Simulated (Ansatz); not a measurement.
Single point in Ansatz 0.2.0 with r2SCAN, collinear spin. Cutoff 500 eV, PAW datasets, 6×6×6 Γ-centred k mesh, fermi-dirac filling (width 0.0283 eV).

Computed maps in the lattice plane spanned by b (left to right, 4.37 Å, 13 points from zero) and c (bottom to top, 4.37 Å, 13 points from zero), 90° apart, at height 0.000 along a. The fields are smooth PAW ones with compensation charges, not the true ones near nuclei.

Valence density. Digits on a logarithmic scale: 0 up to 0.03 e/Å³, each further digit a factor of 1.6, 9 from 1.3 e/Å³ up:
```
9995699996599
9964578875469
6542245542245
7652112211256
9974100001479
9985200002589
9985200002589
9974100001479
7652112211256
6542245542245
9964578875469
9995699996599
9996799997699
```

Spin density. Ten even steps from '0' (0.00 e/Å³) to '9' (9.88 e/Å³):
```
5200000000002
0000000000000
0000000000000
0000000000000
0000000000000
0000000000000
0000000000000
0000000000000
0000000000000
0000000000000
0000000000000
5200000000002
9500000000005
```

Question: The cell is MnTlF$_{3}$. Which atoms lie within 0.2 Å of this plane, and where (fractions of b and c)?

Answer: Mn at (0.00, 0.00), F at (0.50, 0.00), F at (0.00, 0.50). The whole cell:
```
Mn F Tl
1.0
     4.36921    0.00000    0.00000
     0.00000    4.36921    0.00000
     0.00000    0.00000    4.36921
Mn F Tl
1 3 1
Direct
  0.00000 0.00000 0.00000
  0.50000 0.00000 0.00000
  0.00000 0.50000 0.00000
  0.00000 0.00000 0.50000
  0.50000 0.50000 0.50000
```

Magnetic state (reached from a saved solution, and it need not be the lowest): Mn1 up.

Origin: a known structure type with other elements, at an estimated volume, so it need not be a known compound.
